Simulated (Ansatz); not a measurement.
MgO:
```cif
data_Mg2O2
_chemical_formula_sum 'Mg2 O2'
_space_group_name_H-M_alt 'P 1'
_space_group_IT_number 1
_cell_length_a 3.49433
_cell_length_b 3.49433
_cell_length_c 4.19509
_cell_angle_alpha 90.000
_cell_angle_beta 90.000
_cell_angle_gamma 120.000
loop_
_space_group_symop_operation_xyz
  'x, y, z'
loop_
_atom_site_label
_atom_site_type_symbol
_atom_site_fract_x
_atom_site_fract_y
_atom_site_fract_z
_atom_site_occupancy
Mg1 Mg 0.66667 0.33333 0.75000 1
Mg2 Mg 0.33333 0.66667 0.25000 1
O1 O 0.66667 0.33333 0.25000 1
O2 O 0.33333 0.66667 0.75000 1
```

This is the PBEsol-relaxed structure.

Q: All from DFT-PBEsol in the program Ansatz with PAW potentials, unless another level is named. Predict the Born charges (a third of the trace).

A: Mg +1.85, O -1.85 e.

Q: Predict the static dielectric constant ε0 (ions relaxed, cell fixed).

A: 6.05 (xx = yy), 9.79 (zz).

Q: Next, the electronic dielectric constant ε∞ (DFPT)?

A: 3.05 (xx = yy), 3.07 (zz).

Space group P6_3/mmc. The workflow started from a Materials Project entry (that database holds measured and hypothetical structures alike); the Crystallography Open Database copy checked does not list it. It is not the phase usual at ambient conditions (space group No. 225). The PBEsol relaxation kept the symmetry of its start; whether a distortion lowers the energy is not shown.

Potentials: the earlier of the program's two PAW sets. The files were generated under PBE; for other functionals the program regenerates the frozen cores, and for LDA and PBEsol the local potential too.
